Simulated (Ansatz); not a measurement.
**Stress against strain in TiSb**

```
CELL_PARAMETERS angstrom
4.10330 0.00000 0.00000
-2.05165 3.55356 0.00000
0.00000 0.00000 6.28360
ATOMIC_POSITIONS crystal
Ti 0.00000 0.00000 0.00000
Ti 0.00000 0.00000 0.50000
Sb 0.33333 0.66667 0.25000
Sb 0.66667 0.33333 0.75000
```

Atom numbers follow the list: Ti1, Ti2, Sb3, Sb4.

The cell comes from COD entry 1531830, which wasn't checked; take it as a given geometry.

Spin–orbit coupling is left out, though it moves levels of the heavy atoms by tenths of an eV or more.

Computed with Ansatz 0.2.0, DFT, LDA, all-electron LAPW, scalar-relativistic.

The runs use a Γ-centred 12×12×7 k mesh, Fermi–Dirac smearing of 0.03 eV, basis error target 1 meV/atom, no spin polarisation.

The strain is applied along the Cartesian axes of the cell as listed (the other components stay zero). Fractional coordinates are held (clamped ions).

σ is the change of stress from the unstrained cell, which is at -8.49 GPa; tension is positive, so slopes are stress–strain coefficients at that pressure. In a metal the k mesh adds noise.

Only quantities that a quadratic follows smoothly over the whole series are listed; rougher ones are left out.

```
εxx = εyy  σzz (GPa)  σxx (GPa)
  -0.0200      -2.55      -3.05
   0.0000       0.00       0.00
   0.0100       1.01       1.33
   0.0200       1.88       2.54
```

**Question.** Fit the series and read off the stiffness at zero strain.

**Answer.** Least-squares fits y = p0 + p1 x + p2 x² to the rows give σzz (GPa): p1 = 111, p2 = -830; σxx (GPa): p1 = 140, p2 = -630. So C13 + C23 = 111 GPa and C11 + C12 = 140 GPa, for these axes.

**Question.** One run, at εxx = εyy = -0.0100, is withheld. Predict its row.

**Answer.** The fits give -1.19, -1.46; the run gave -1.18, -1.46.
